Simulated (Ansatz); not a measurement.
4 guesses for ZnSe₅ and where they end

Theory: DFT PBE, scalar-relativistic, plane waves, PAW (Ansatz). Settings: cutoff 420 eV, Γ-centred meshes spaced at most about 0.3 Å⁻¹, and about 0.25 Å⁻¹ or finer for metals (2π included), Gaussian smearing. No spin polarisation in the final relaxations.

Each guess was relaxed in cell and atoms at zero pressure, within the symmetry of its start. Temperature and zero-point effects are left out. Coordination counts Se atoms around Zn (those within 1.25 times the shortest such distance or 1.15 times the sum of covalent radii; the shortest distance is added where it is long for a bond).

| guess | made from | start group | V start (Å³/atom) | end group | V end (Å³/atom) | coordination at the end | gap on mesh (eV) | E over the lowest end (meV/atom) |
| --- | --- | --- | --- | --- | --- | --- | --- | --- |
| 1 | random cell | P6/mmm | 30.2 | P6/mmm | 21.2 | Zn 14 from 3.1 Å | 0 | 265 |
| 2 | SrMg5 type | P-62m | 34.7 | P-62m | 21.7 | Zn 6 | 0 | 0 |
| 3 | ErCu5 type | F-43m | 25.2 | F-43m | 21.8 | Zn 16 from 3.3 Å | 0 | 442 |
| 4 | SmZn5 type | P6/mmm | 27.3 | ? | ? | ? | ? | ? |

Guess 4 as it starts:

```
Zn Se
1.0
     6.19404    0.00000    0.00000
    -3.09702    5.36420    0.00000
     0.00000    0.00000    4.93488
Zn Se
1 5
Direct
  0.00000 0.00000 0.00000
  0.50000 0.00000 0.50000
  0.50000 0.50000 0.50000
  0.00000 0.50000 0.50000
  0.33333 0.66667 0.00000
  0.66667 0.33333 0.00000
```

Q: Fill in the missing row: what does this guess relax into, and where does it rank?

A: It ends in space group P6/mmm (No. 191), with a = 7.234 Å, c = 3.543 Å, 26.8 Å³/atom and no gap. It lies 178 meV/atom over the lowest end, above guess 2 and below guess 1. Counting Se atoms around Zn, this end has Zn 18 from 4.0 Å and the lowest (guess 2) has Zn 6.

```
Zn Se
1.0
     7.23352    0.00000    0.00000
    -3.61676    6.26442    0.00000
     0.00000    0.00000    3.54346
Zn Se
1 5
Direct
  0.00000 0.00000 0.00000
  0.50000 0.00000 0.50000
  0.50000 0.50000 0.50000
  0.00000 0.50000 0.50000
  0.33333 0.66667 0.00000
  0.66667 0.33333 0.00000
```

Energies over the elements count from the elements' standard structures at the same level, with no fitted energy shifts.

Q: Is the lowest end bound against the elements?

A: No: its formation energy is +0.24 eV/atom. A positive value: parting into the elements would lower its energy.

A magnetic state wasn't ruled out in cells without spin, among them F-43m. The reference form of Se is held partly by dispersion forces, which this level lacks. Cells relaxed within their symmetry can be saddle points. A lower structure may well exist outside this small set. Some candidate types were left out of the draw beforehand, so a known form may be missing.
